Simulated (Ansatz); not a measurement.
**Comparing deformations in Na**

All numbers below come from DFT PBEsol, scalar-relativistic, plane waves, PAW in Ansatz. The runs took a 420 eV cutoff, a Γ-centred 16×16×16 mesh and Gaussian smearing (0.15 eV). No spin polarisation. Energies are free energies at this smearing, counted from the undisturbed cell; pressure is positive in compression.

Reference structure (as given, not relaxed at this level; it stands at -0.3 GPa):

```
Na
1.0
    -2.11750    2.11750    2.11750
     2.11750   -2.11750    2.11750
     2.11750    2.11750   -2.11750
Na
1
Cartesian
  0.0000 0.0000 0.0000
```

The cell is strained by ε times a Voigt pattern (xx, yy, zz, yz, xz, xy; engineering shear) with fractional coordinates fixed. τ = (1/V0) dE/dε comes from the stress tensor. Of each scan, only the three points used here are listed.

```csv
pattern,ε,τ (GPa)
"(1, 1, 0, 0, 0, 0)",-0.0250,-0.098
"(1, 1, 0, 0, 0, 0)",0.0000,0.662
"(1, 1, 0, 0, 0, 0)",0.0250,1.317
"(0, 0, 1, 0, 0, 0)",-0.0250,0.1196
"(0, 0, 1, 0, 0, 0)",0.0000,0.3309
"(0, 0, 1, 0, 0, 0)",0.0250,0.5028
"(0, 0, 0, 0, 0, 1)",-0.0150,-0.0906
"(0, 0, 0, 0, 0, 1)",0.0000,0.0000
"(0, 0, 0, 0, 0, 1)",0.0150,0.0906
```

Problem. Which constants do the scans give, and which deformation costs least for the same size of strain tensor?

Solution. The slope dτ/dε at zero (parabola through three points) is pᵀCp: (1, 1, 0, 0, 0, 0) gives 2(C11 + C12) = 28.3 GPa; (0, 0, 1, 0, 0, 0) gives C11 = 7.7 GPa; (0, 0, 0, 0, 0, 1) gives C44 = 6.0 GPa. The size of the strain tensor, ε:ε, is ε² times 2.0, 1.0, 0.5. Per unit of it the stiffnesses are 14.1, 7.7, 12.1 GPa, so (0, 0, 1, 0, 0, 0) is the softest of these: at ε:ε = (1 %)² the quadratic term costs 0.09 meV/atom against 0.17 for the stiffest. These are clamped-ion values. The starting stress shifts them by about its own size.

Problem. What else follows for this cubic crystal?

Solution. From the unrounded slopes C11 = 7.7 and C12 = 6.5 GPa, so B = (C11 + 2 C12)/3 = 7 GPa and the Poisson ratio for a pull along a cube edge is C12/(C11 + C12) = 0.46.

In a metal these slopes depend on the k mesh and the smearing.